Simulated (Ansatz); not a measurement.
TiSi:
```
CELL_PARAMETERS angstrom
      1.81510    -2.07817     0.00000
      1.81510     2.07817     0.00000
      0.00000     0.00000     3.81123
ATOMIC_POSITIONS crystal
  Ti 0.50000 0.50000 0.00000
  Si 0.00000 0.00000 0.50000
```

Relaxed with r²SCAN. Special points in fractions of this cell's reciprocal vectors: Γ (0.000, 0.000, 0.000); Y (-0.500, 0.500, 0.000); C0 (-0.441, 0.559, 0.000); Σ0 (0.441, 0.441, 0.000); Z (0.000, 0.000, 0.500); A0 (0.441, 0.441, 0.500); E0 (-0.441, 0.559, 0.500); T (-0.500, 0.500, 0.500); S (0.000, 0.500, 0.000); R (0.000, 0.500, 0.500).

Question: List the band energies nearest the Fermi level at these points for the program Ansatz at the r²SCAN level (PAW).

Answer: In eV from the Fermi level; about four levels below and three above (degenerate sets whole), none deeper than 8.9 eV; points with the same levels are listed once.

```tsv
k	below	above
Γ	-2.67 -2.09 -1.41	1.87 2.58 3.38
Y	-1.93 -1.33 -0.91 -0.40	3.21 3.24 4.37
C0	-3.05 -0.80 -0.78 -0.30	3.58 3.83 4.09
Z	-7.08 -1.10	0.56 0.81 1.88
A0	-5.07 -4.91 -3.99 -2.09	2.24 2.30 2.47
T	-5.22 -4.09 -3.78 -3.02	2.35 2.51 2.75
S	-8.17 -6.94 -3.17 -0.92	1.91 2.62 4.47
R	-8.46 -5.41 -2.99 -1.91	1.49 2.08 2.14
```

Space group Cmmm. The first step of the workflow began from a Materials Project structure, measured or hypothetical; the Crystallography Open Database copy checked does not list it. COD files the formula under space group No. 25, so this cell is another polymorph or a model. Its standing as an ambient phase is unchecked. The cell was relaxed with r²SCAN under the symmetry of its start; of distortions, only those at the zone centre were tested. The run is not spin-polarised.

Potentials: the later of the program's two PAW sets.
